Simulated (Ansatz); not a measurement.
# Data sheet: SiGe (DFT)

SiGe:
```
SiGe
1.0
    3.67526     0.00000     0.00000
   -1.83763     3.18287     0.00000
    0.00000     0.00000     6.28877
Ge Si
2 2
Cartesian
  0.00000   0.00000   0.00000
  0.00000   0.00000   3.14438
  0.00000   2.12191   1.57219
  1.83763   1.06096   4.71657
```

Space group P6_3/mmc (No. 194), NiAs type; conventional cell a = b = 3.6753 Å, c = 6.2888 Å, α = β = 90.00°, γ = 120.00°.

Method: plane-wave PAW PBE (Ansatz code). Geometry: relaxed at this level of theory. Other levels are named where they apply.

Cell and energy:

Volume per atom: 18.39 Å³
Density: 4.55 g/cm³
Formation energy from the elements (no fitted shifts): 0.40 eV/atom

Electronic structure:

* **Electronic character**: metallic (no gap)
* **Density of states at the Fermi level**: 0.48 states/eV per atom (mean over ±0.08 eV)
* **Gap with spin–orbit coupling**: none (metallic)

Mechanics:

Bulk modulus (Birch–Murnaghan fit): 68.3 GPa
Pressure derivative B′: 4.4

The cell is a constructed one: a structure type filled with these elements; neither database checked (COD, Materials Project) lists it. Its standing as an ambient phase is unchecked. The cell was relaxed with PBE under the symmetry of its start; whether a distortion lowers the energy is not shown. The references are the lowest solids computed at this level, not always the standard phases. Spin–orbit coupling is left out wherever it is not named.

Potentials: the earlier of the program's two PAW sets.
